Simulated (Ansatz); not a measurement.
**Kick test of a cell of NaAl5O2**

The cell was found from a proposed guess, not taken from experiment.

Computed with DFT PBE, scalar-relativistic, plane waves, PAW in Ansatz. Settings: cutoff 420 eV, Γ-centred mesh 12×12×1 on the computed 16-atom cell, Gaussian smearing of 0.10 eV; no spin polarisation.

The cell below (16 atoms, space group P-3m1 (No. 164)) is relaxed within its symmetry.

```cif
data_structure
_symmetry_space_group_name_H-M 'P 1'
_symmetry_Int_Tables_number 1
_cell_length_a 2.8985
_cell_length_b 2.8985
_cell_length_c 29.1304
_cell_angle_alpha 90.000
_cell_angle_beta 90.000
_cell_angle_gamma 120.000
_cell_volume 211.94
loop_
_atom_site_label
_atom_site_type_symbol
_atom_site_fract_x
_atom_site_fract_y
_atom_site_fract_z
_atom_site_occupancy
Na1 Na 0.66667 0.33333 0.09202 1
Na2 Na 0.33333 0.66667 0.90798 1
Al1 Al 0.33333 0.66667 0.18596 1
Al2 Al 0.00000 0.00000 0.00000 1
Al3 Al 0.66667 0.33333 0.81404 1
Al4 Al 0.00000 0.00000 0.26431 1
Al5 Al 0.00000 0.00000 0.73569 1
Al6 Al 0.66667 0.33333 0.57861 1
Al7 Al 0.00000 0.00000 0.50000 1
Al8 Al 0.33333 0.66667 0.42139 1
Al9 Al 0.66667 0.33333 0.34205 1
Al10 Al 0.33333 0.66667 0.65795 1
O1 O 0.00000 0.00000 0.14967 1
O2 O 0.33333 0.66667 0.03474 1
O3 O 0.66667 0.33333 0.96526 1
O4 O 0.00000 0.00000 0.85033 1
```

For the test it was strained at random (σ = 1.5 % a component), the atoms were moved at random (σ = 0.05 Å), and all was relaxed again on a coarse 12×12×1 mesh (in the run’s order of axes) with 0.20 eV smearing, with no symmetry imposed.

Task: What happens?

Result: It doesn't return. The energy falls by 24 meV/atom on that mesh, the volume changes by -0.3 %, and the end has space group R-3m (No. 166) at a loose tolerance. Relaxed again on a 12×12×1 mesh with 0.10 eV smearing, the new structure lies 24 meV/atom below the first (mesh in the axes of the run's cell; the cell below is made exact in the group named). Space group R-3m (No. 166), trigonal, a = 2.899 Å, c = 87.066 Å. Around Na lie 6 O at 2.36–2.37 Å, 6 Na at 2.90 Å and 6 Al at 3.15–3.19 Å; Al on a site of symmetry 3m has 3 O at 1.97 Å and 9 Al at 2.79–2.90 Å; Al on a site of symmetry -3m is surrounded by 6 O at 1.95 Å, 6 Al at 2.90 Å and 6 Na at 3.15 Å; O on its first site has 3 Al at 1.97 Å and 3 Na at 2.37 Å; 5 more sites not described.

```yaml
crystal:
  lattice:
    - [1.44958, 0.83691, 29.02187]
    - [-1.44958, 0.83691, 29.02187]
    - [0.00000, -1.67383, 29.02187]
  atoms:
    - { symbol: Na, position: [0.86403, 0.86403, 0.86403] }
    - { symbol: Na, position: [0.13597, 0.13597, 0.13597] }
    - { symbol: Al, position: [0.22856, 0.22856, 0.22856] }
    - { symbol: Al, position: [0.50000, 0.50000, 0.50000] }
    - { symbol: Al, position: [0.77144, 0.77144, 0.77144] }
    - { symbol: Al, position: [0.92082, 0.92082, 0.92082] }
    - { symbol: Al, position: [0.07918, 0.07918, 0.07918] }
    - { symbol: Al, position: [0.35958, 0.35958, 0.35958] }
    - { symbol: Al, position: [0.00000, 0.00000, 0.00000] }
    - { symbol: Al, position: [0.64042, 0.64042, 0.64042] }
    - { symbol: Al, position: [0.28050, 0.28050, 0.28050] }
    - { symbol: Al, position: [0.71950, 0.71950, 0.71950] }
    - { symbol: O, position: [0.54998, 0.54998, 0.54998] }
    - { symbol: O, position: [0.17819, 0.17819, 0.17819] }
    - { symbol: O, position: [0.82181, 0.82181, 0.82181] }
    - { symbol: O, position: [0.45002, 0.45002, 0.45002] }
```
